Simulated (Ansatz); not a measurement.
The slice is one period of a {100} plane through atoms; its size isn't given.

All values below come from PBEsol (plane waves to 420 eV, PAW, scalar-relativistic; Ansatz, a first-principles code). Inside the PAW spheres the values are not all-electron values, and peaks at nuclei hang on which shells count as valence.

```
|==++****==::..              ..::==****++|
|******++==::                  ::==++****|
|****++==::..                  ..::==++**|
|++====::..        ......        ..::====|
|----::..      ..::::::::::..      ..::--|
|----::....  ..::====++====::..  ....::--|
|++++==::....::==++******++==::....::==++|
|####++==::::==++**********++==::::==++##|
|@@@@##++----==****++==++****==----++##@@|
|@@@@##++----++****==::==****++----++##@@|
|@@@@##++----==****++==++****==----++##@@|
|####++==::::==++**********++==::::==++##|
|++++==::....::==++******++==::....::==++|
|----::....  ..::====++====::..  ....::--|
|----::..      ..::::::::::..      ..::--|
|++====::..        ......        ..::====|
|****++==::..                  ..::==++**|
|******++==::                  ::==++****|
|==++****==::..              ..::==****++|
|::==****++::..              ..::++****==|
```
Scale: ten equal steps from -1.38 (start of ' ') to 0.88 (end of '@'), in the order ' .:-=+*#%@'. Values: log₁₀ of the valence density in e/Å³. The map has 20 points along u (two characters each, u = 0 at the left) and 20 along v (v = 0 in the bottom row). The scale is logarithmic, as a density can span decades between atoms and voids.

```
|xx89830012221003898x|
|68997200111110027998|
|99984000000000004899|
|77630000000000000367|
|11100000234320000011|
|22210004789874000122|
|88741038999998301478|
|99972169986899612799|
|xx9821798xxx8971289x|
|xx9821796xxx6971289x|
|xx9821798xxx8971289x|
|99972169986899612799|
|88741038999998301478|
|22210004789874000122|
|11100000234320000011|
|77630000000000000367|
|99984000000000004899|
|68997200111110027998|
|xx89830012221003898x|
|xx69940012321004996x|
```
Scale: ten equal steps from 0.02 (start of '0') to 0.87 (end of '9'), in the order '0123456789'. Values: electron localisation function (ELF). The map has 20 points along u (one character each, u = 0 at the left) and 20 along v (v = 0 in the bottom row). Points within 0.5 Å of a nucleus are blanked (x), as the pseudised field means little there.

Task: Which relaxed crystal do these maps come from?
A) Sc₃SnB (anti-perovskite)
B) CsSnI₃ (cubic perovskite)
C) Ba₃PbO (anti-perovskite)

Result: C, Ba₃PbO (anti-perovskite). Atoms on the slice: Ba at (0.00, 0.00); Ba at (0.50, 0.50); O at (0.00, 0.50)

All were relaxed with their symmetry unable to fall. At this level the bands of Ba3PbO touch or barely overlap. At this level the bands of Sc3SnB touch or barely overlap. Sc3SnB is run without spin polarisation. Spin-orbit coupling is left out. This is a high-temperature form of CsSnI3.
